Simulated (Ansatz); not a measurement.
Given:

ScSi:
```cif
data_ScSi
_chemical_formula_sum 'Sc1 Si1'
_space_group_name_H-M_alt 'P 1'
_space_group_IT_number 1
_cell_length_a 3.32024
_cell_length_b 3.32024
_cell_length_c 3.32024
_cell_angle_alpha 90.000
_cell_angle_beta 90.000
_cell_angle_gamma 90.000
loop_
_space_group_symop_operation_xyz
  'x, y, z'
loop_
_atom_site_label
_atom_site_type_symbol
_atom_site_fract_x
_atom_site_fract_y
_atom_site_fract_z
_atom_site_occupancy
Sc1 Sc 0.00000 0.00000 0.00000 1
Si1 Si 0.50000 0.50000 0.50000 1
```

This is the PBE-relaxed structure.

Task: All from the program Ansatz at the PBE level (PAW), unless another level is named. Give the electronic character.

Result: metallic (no gap).

Task: Next, the formation energy from the elements (no fitted shifts)?

Result: -39 kJ/mol of atoms.

Task: Give the density of states at the Fermi level.

Result: 1.2 states/eV per atom (mean over ±0.08 eV).

Space group Pm-3m (CsCl type). The cell is a constructed one: a structure type filled with these elements; neither database checked (COD, Materials Project) lists it. Whether it is the stable phase at ambient conditions was not checked. The PBE relaxation kept the symmetry of its start; its stability against distortions is not shown here. No spin polarisation was allowed. The references are the lowest solids computed at this level, not always the standard phases.

Potentials: the earlier of the program's two PAW sets.
